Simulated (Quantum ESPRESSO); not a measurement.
# Computed records: Ge₃AsP₃ (made-up cell, one site empty)

Computed with Quantum ESPRESSO 7.5. Calculation on a made-up crystal cell, not a measurement: periodic Kohn-Sham density functional theory in plane waves with PseudoDojo standard norm-conserving scalar-relativistic pseudopotentials, each functional with its own files (v0.5 for PBE, v0.4.1 for LDA and PBEsol), no spin polarisation, no spin-orbit coupling, atoms not relaxed, stress positive in tension, energies less a fixed whole-eV offset for each atom's element; levels are Kohn-Sham levels at fractions of this cell's reciprocal vectors, counted from the reference band (half the neutral cell's valence electrons, rounded up) at Gamma; error bars cover cutoff and k-mesh only, not smearing or the files; each bar is the largest change over components, and at least 0.002 eV, 0.002 eV per angstrom or 0.02 GPa; added strain carries the atoms with the cell, and shear is the tensor component; energies are for the whole cell, and the offsets were chosen from early runs and are not element reference energies.

Settings shared by all entries: lattice type zincblende/diamond; empty site 4; functional pbe; cutoff 1143 eV; fermi dirac smearing 0.1 eV; scf tolerance 1e-07 eV; electrons removed 0; added strain kind biaxial xx and yy; k mesh 6 x 6 x 6, shifted by half a step.

(1) Ge₃AsP₃ (made-up cell, one site empty)

Unstrained structure:
```cif
# cell vector a (Å): 5.3811 0.0000 0.0000
# cell vector b (Å): 0.0000 5.3811 0.0000
# cell vector c (Å): 0.0000 0.0000 5.3811
data_Ge3AsP3
_symmetry_space_group_name_H-M 'P 1'
_symmetry_Int_Tables_number 1
_cell_length_a 5.3811
_cell_length_b 5.3811
_cell_length_c 5.3811
_cell_angle_alpha 90.000
_cell_angle_beta 90.000
_cell_angle_gamma 90.000
_cell_volume 155.82
loop_
_atom_site_label
_atom_site_type_symbol
_atom_site_fract_x
_atom_site_fract_y
_atom_site_fract_z
_atom_site_occupancy
Ge1 Ge 0.99602 0.00349 0.00645 1
P1 P 0.00056 0.49897 0.50112 1
Ge2 Ge 0.50402 0.99991 0.50003 1
Ge3 Ge 0.24636 0.25056 0.24369 1
As1 As 0.25229 0.75118 0.74633 1
P2 P 0.74877 0.24822 0.75382 1
P3 P 0.74622 0.75577 0.24902 1
```

Here we set added strain -0.0157 and structure shown before the added strain of -0.0157.

Results for Ge₃AsP₃ (made-up cell, one site empty): free energy less offsets 3.691 eV; scf iterations 11; smearing term minus ts -0.08474 eV; pressure 8.834 GPa; stress xx -9.081 GPa; stress yy -8.559 GPa; stress zz -8.863 GPa; stress yz -1.655 GPa; stress xz 0.007298 GPa; stress xy -1.56 GPa; fermi level 0.3099 eV; reference band 36; error bar energy 0.002 eV; error bar stress 0.02953 GPa; error bar force 0.009465 eV/Å; error bar next band up 0.002 eV; error bar fermi level 0.003961 eV; error bars from tighter rerun of this cell.

Atoms:
```
atoms element  atom site  atom energy offset (eV)
           Ge          1                    -2430
            P          2                     -189
           Ge          3                    -2430
           Ge          5                    -2430
           As          6                    -2887
            P          7                     -189
            P          8                     -189
```

Forces:
```
site  x (eV/Å)  y (eV/Å)  z (eV/Å)
   1    -1.037   -0.2219   -0.9315
   2    -1.031    0.2877   -0.3854
   3     1.123    0.8896   -0.4093
   5     1.944     2.606   -0.5955
   6    0.8367    -2.655     1.913
   7    -1.063      1.52      0.96
   8    -0.772    -2.428   -0.5514
```

Levels:
```
level k point  next band up (eV)
        Gamma             0.2972
(1/2,1/2,1/2)             0.1205
   (0.15,0,0)             0.4103
   (0,0.15,0)             0.2867
   (0,0,0.15)             0.3752
```

(2) Ge₃AsP₃ (made-up cell, one site empty)

The structure is that of entry 1.

It was run with added strain 0.0009 and structure shown before the added strain of 0.0009.

Results for Ge₃AsP₃ (made-up cell, one site empty): free energy less offsets 3.451 eV; scf iterations 11; smearing term minus ts -0.08698 eV; pressure 6.191 GPa; stress xx -6.462 GPa; stress yy -5.961 GPa; stress zz -6.151 GPa; stress yz -1.663 GPa; stress xz -0.07189 GPa; stress xy -1.538 GPa; fermi level 0.3028 eV; reference band 36; error bar energy 0.002 eV; error bar stress 0.02953 GPa; error bar force 0.009465 eV/Å; error bar next band up 0.002 eV; error bar fermi level 0.003961 eV; error bars from tighter rerun of a related cell.

Atoms:
```
atoms element  atom site  atom energy offset (eV)
           Ge          1                    -2430
            P          2                     -189
           Ge          3                    -2430
           Ge          5                    -2430
           As          6                    -2887
            P          7                     -189
            P          8                     -189
```

Forces:
```
site  x (eV/Å)  y (eV/Å)  z (eV/Å)
   1   -0.9732   -0.1942   -0.8784
   2   -0.9401    0.3043   -0.3158
   3     1.114    0.8237   -0.3486
   5     1.747      2.36   -0.5708
   6    0.7118    -2.412     1.742
   7   -0.9617     1.294    0.8702
   8   -0.6973    -2.176   -0.4982
```

Levels:
```
level k point  next band up (eV)
        Gamma             0.3347
(1/2,1/2,1/2)             0.1385
   (0.15,0,0)             0.4286
   (0,0.15,0)             0.3094
   (0,0,0.15)             0.3819
```

(3) Ge₃AsP₃ (made-up cell, one site empty)

The structure is that of entry 1.

Settings of this run: added strain 0.0103 and structure shown before the added strain of 0.0103.

It finds free energy less offsets 3.349 eV; scf iterations 11; smearing term minus ts -0.08842 eV; pressure 4.845 GPa; stress xx -5.108 GPa; stress yy -4.616 GPa; stress zz -4.812 GPa; stress yz -1.667 GPa; stress xz -0.1194 GPa; stress xy -1.501 GPa; fermi level 0.2997 eV; reference band 36; error bar energy 0.002 eV; error bar stress 0.02953 GPa; error bar force 0.009465 eV/Å; error bar next band up 0.002 eV; error bar fermi level 0.003961 eV; error bars from tighter rerun of a related cell.

Atoms:
```
atoms element  atom site  atom energy offset (eV)
           Ge          1                    -2430
            P          2                     -189
           Ge          3                    -2430
           Ge          5                    -2430
           As          6                    -2887
            P          7                     -189
            P          8                     -189
```

Forces:
```
site  x (eV/Å)  y (eV/Å)  z (eV/Å)
   1   -0.9395   -0.1826   -0.8504
   2   -0.8913    0.3128   -0.2786
   3      1.11     0.786   -0.3182
   5     1.637     2.227   -0.5542
   6    0.6371     -2.28     1.651
   7   -0.9006     1.175    0.8217
   8   -0.6525    -2.037    -0.471
```

Levels:
```
level k point  next band up (eV)
        Gamma             0.3584
(1/2,1/2,1/2)             0.1565
   (0.15,0,0)              0.441
   (0,0.15,0)             0.3271
   (0,0,0.15)             0.3856
```
